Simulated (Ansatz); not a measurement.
**Phases of Rb at 4.2 GPa**

Structure types of Rb are relaxed in primitive cells with their symmetry kept at 4.2 GPa, first on PAW files, then by LAPW. The enthalpy is E + pV at zero temperature, without zero-point motion. Only the types listed were tried, and differences under about 5 meV/atom are mesh noise. The real phase may be another.

Computed with Ansatz 0.2.0; functional LDA, scalar-relativistic. Settings: Fermi–Dirac smearing of 0.08 eV, no spin polarisation. Methods: LAPW: all electrons, basis error target 0.5 meV/atom; PAW: frozen-core files, cutoff 420 eV.

k meshes: fcc 12×12×12, bcc 12×12×12, hcp 11×11×6, beta tin 11×11×11, simple hexagonal 11×11×11, omega 6×6×8.

The PAW files were made under PBE.

Task: Which type is lowest in enthalpy, and by how much?

Result: hcp, 2 meV/atom below bcc, which is within the noise of the k meshes. The whole table:

| start type | ends as | a, b, c (Å) | V (Å³/atom) | H − H(lowest), LAPW (meV/atom) | same, PAW |
| --- | --- | --- | --- | --- | --- |
| fcc | fcc, Fm-3m | 5.734, 5.734, 5.734 | 47.14 | 6.2 | 6.2 |
| bcc | bcc, Im-3m | 4.554, 4.554, 4.554 | 47.24 | 2.3 | 2.3 |
| hcp | hcp, P6_3/mmc | 4.054, 4.054, 6.631 | 47.19 | 0.0 | 0.0 |
| beta tin | beta tin, I4_1/amd | 7.051, 7.051, 3.871 | 48.11 | 100.8 | 100.8 |
| simple hexagonal | simple hexagonal, P6/mmm | 3.906, 3.906, 3.611 | 47.72 | 93.7 | 93.7 |
| omega | omega, P6/mmm | 6.507, 6.507, 3.860 | 47.18 | 13.6 | 13.6 |
